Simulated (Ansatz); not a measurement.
Relaxed-ion elastic tensor of LiCl (rock salt, Fm-3m) in GPa (Voigt order), DFT-LDA in the program Ansatz with PAW potentials; density 2.30 g/cm³, 15.29 Å³ per atom.

```
76.3  23.2  23.2   0.0   0.0   0.0
23.2  76.3  23.2   0.0   0.0   0.0
23.2  23.2  76.3   0.0   0.0   0.0
 0.0   0.0   0.0  28.2   0.0   0.0
 0.0   0.0   0.0   0.0  28.2   0.0
 0.0   0.0   0.0   0.0   0.0  28.2
```

### Question
Is the crystal mechanically stable?

### Answer
Yes: the smallest eigenvalue of C is 28.2 GPa.

### Question
Work out the Voigt, Reuss and Hill averages.

### Answer
K_V = 40.9, K_R = 40.9, K_H = 40.9; G_V = 27.5, G_R = 27.5, G_H = 27.5 GPa.

### Question
Give Young's modulus, Poisson's ratio, Pugh's ratio and the universal anisotropy index.

### Answer
E = 9KG/(3K + G) = 67.5 GPa; ν = 0.23; K/G = 1.49 (brittle by the Pugh limit of 1.75); A_U = 5G_V/G_R + K_V/K_R − 6 = 0.00.

### Question
Estimate the sound speeds and the Debye temperature.

### Answer
v_l = √((K + 4G/3)/ρ) = 5810 m/s, v_t = √(G/ρ) = 3460 m/s, mean 3830 m/s; Θ = (h/k)(3n/4πV)^(1/3) v_m = 459 K.

### Question
Give the Zener ratio and Young's modulus along [100], [110] and [111].

### Answer
A = 2C44/(C11 − C12) = 1.06; 1/E = S11 − 2(S11 − S12 − S44/2)Γ with Γ = 0, 1/4, 1/3 gives 65.5, 68.0, 68.8 GPa.

### Question
Solve the Christoffel equation for the three sound speeds along [100], [110], [111].

### Answer
Eigenvalues of C_ijkl n_j n_l equal ρv². In km/s, slowest first: [100] 3.50, 3.50, 5.76; [110] 3.40, 3.50, 5.82; [111] 3.43, 3.43, 5.84.

The cell was relaxed with LDA under the symmetry of its start; phonons on a q-mesh show no instability.

Potentials: the later of the program's two PAW sets.
